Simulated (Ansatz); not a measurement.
What a change of settings does: ScIn

First run: DFT, PBEsol, PAW with Ansatz's default frozen-core files, scalar-relativistic (Ansatz 0.2.0).

Command: `ansatz run input.yaml --threads 1 --pin off --max-ram 2048MiB --backend cpu --events-out ev --progress --plain --runs-dir out` It took 13 s on 1 thread of AMD EPYC 7R43 64-Core Processor (Zen 3), with other jobs on the host, peak memory 0.44 GiB.

```yaml
crystal:
  lattice:
    - [2.83680319, 0.0, 0.0]
    - [0.0, 2.83680319, 0.0]
    - [0.0, 0.0, 3.888784535]
  atoms:
    - { symbol: Sc, position: [0.0, 0.0, 0.0], spin: 1.0 }
    - { symbol: In, position: [0.5, 0.5, 0.5] }
magnetization:
  spin_polarized: true
kpoints:
  mp_grid: { grid: [11, 11, 8] }
  band_path:
    path:
      - [0.0, 0.0, 0.0]
      - [0.0, 0.5, 0.0]
      - [0.5, 0.5, 0.0]
      - [0.0, 0.0, 0.0]
      - [0.0, 0.0, 0.5]
      - [0.0, 0.5, 0.5]
      - [0.5, 0.5, 0.5]
      - [0.0, 0.0, 0.5]
      - [0.0, 0.5, 0.0]
    npoints: 6
scf:
  occupations: { method: fermi_dirac, width: 0.05 }
hamiltonian:
  xc: pbesol
  pseudopotentials: { kind: paw }
output:
  forces: true
  stress: true
  eigenvalues: true
  populations: true
```

The base volume is that of a database entry, with shape and atoms relaxed on PAW files at held volume, so it needn't be at zero pressure; the structure needn't be the stable phase, at rest or compressed.

This run: volume at 0.7 of the series' base cell.

It converges in 14 SCF iterations at a pressure of 47.2 GPa, cell moment 0.00 μB, cutoff 420 eV.

The input is then changed:

```diff
   occupations: { method: fermi_dirac, width: 0.05 }
+  algorithm: direct_min
 hamiltonian:
   populations: true
+  write_density: true
+  write_potential: true
+  elf: true
+  volumetric_format: npy
+basis:
+  xc_grid: 1
```

Question: Predict the outcome of the changed run.

Answer: It converges in 12 SCF iterations at a pressure of 47.2 GPa, cell moment 0.00 μB, cutoff 420 eV, free energy 0.0 meV/atom against the first run's.
